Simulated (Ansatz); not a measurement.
C (diamond)

```
C
1.0
    0.00000     3.56027     3.56027
    1.78014     0.00000     1.78014
    1.78014     1.78014     0.00000
C
4
Direct
  0.25000   0.50000   0.50000
  0.75000   0.50000   0.50000
  0.37500   0.75000   0.75000
  0.87500   0.75000   0.75000
```

Scan: atom 3 (C, nearest neighbour C at 1.542 Å; its periodic images, 2.5 Å or more away, move with it) is displaced along Cartesian [110], direction (0.707, 0.707, 0.000) in Cartesian axes, by s. The other atoms stay.

The numbers are results of r2SCAN (plane waves to 500 eV, PAW, scalar-relativistic; Ansatz, an electronic-structure program), not measurements. k mesh 13×13×13 (Γ-centred), Fermi-Dirac smearing 0.05 eV. Energies are smeared free energies. C was relaxed with its symmetry unable to fall. The PAW data are Ansatz's earlier set. The zero of ΔE is the undisplaced structure.

Problem. What ΔE (meV/cell) does the calculation give at s (Å) = -0.150, -0.030, 0.030, 0.060, 0.090, 0.120?

Solution. 
```csv
s (Å),ΔE (meV/cell)
-0.150,440
-0.030,18
0.030,18
0.060,71
0.090,159
0.120,282
```

(For displaced atoms, the force is minus the slope of the energy, and its curvature is a force constant, which sets phonon frequencies.)
